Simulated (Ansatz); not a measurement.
Computed with Ansatz 0.2.0, DFT, PBEsol, plane waves (420 eV) with PAW, scalar-relativistic. The PAW files were generated under PBE, with cores re-solved for the functional.

An element in the simple cubic structure gives this curve. The cell is scaled uniformly from the relaxed one, with fractional coordinates and shape fixed. Energies are extrapolated to zero smearing, pressures are those at the given smearing. Magnetic state: spin not included.

```tsv
V (Å³/atom)	E − E₀ (meV/atom)	P (GPa)
20.711	104.5	13.04
21.652	44.4	7.98
22.593	11.2	3.79
23.535	0.1	0.28
24.476	7.8	-2.68
25.417	31.6	-5.17
26.359	69.1	-7.27
```

Problem. Which element is it?
A. scandium
B. selenium
C. lithium
D. hafnium

Solution. D. Its fit is V₀ = 23.59 Å³/atom, B₀ = 80 GPa, B₀′ = 3.2.
